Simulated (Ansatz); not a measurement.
A relaxed cell of CaH is given with its symmetry left out. The cell was found from a structure generator's guess, not taken from experiment.

All numbers below come from DFT PBE, scalar-relativistic, plane waves, PAW in Ansatz. Cutoff 420 eV, Γ-centred mesh, Gaussian smearing, no spin polarisation.

```xyz
4
Lattice="3.7157 0.0000 0.0000 -1.8579 3.2179 0.0000 0.0000 0.0000 5.7979" Properties=species:S:1:pos:R:3 pbc="T T T"
Ca    0.0000    2.1453    4.3485
Ca    1.8579    1.0726    1.4495
H     0.0000    0.0000    0.0000
H     0.0000    0.0000    2.8990
```

The zero of energy is the elements' standard structures at the same level (H₂ as a molecule); no fitted shifts are applied.

Question: What space group does it have?

Answer: P6_3/mmc (No. 194), the anti-nickel arsenide type. Conventional cell: a = 3.716 Å, c = 5.798 Å. Ca is surrounded by 6 H at 2.59 Å; H has 6 Ca at 2.59 Å and 2 H at 2.90 Å.

Question: What is its formation energy per atom?

Answer: −0.23 eV/atom. Whether it is stable depends on the other phases of the system, which aren't compared here.

Question: Is it a metal?

Answer: Yes, bands cross the Fermi level on the 15×15×8 mesh.

Question: From what recipe could a structure generator have reached it?

Answer: One such recipe: close-packed metal layers stacked AB, next cell at A, with sites between them filled layer by layer (P6_3/mmc, No. 194). Other recipes can lead to the same cell.

The last run used a 15×15×8 mesh (in the run's order of axes) for its 4-atom cell and Gaussian smearing of 0.10 eV. With hydrogen, zero-point motion can shift formation energies by some tens of meV/atom. A structure relaxed within its symmetry needn't be a true minimum.
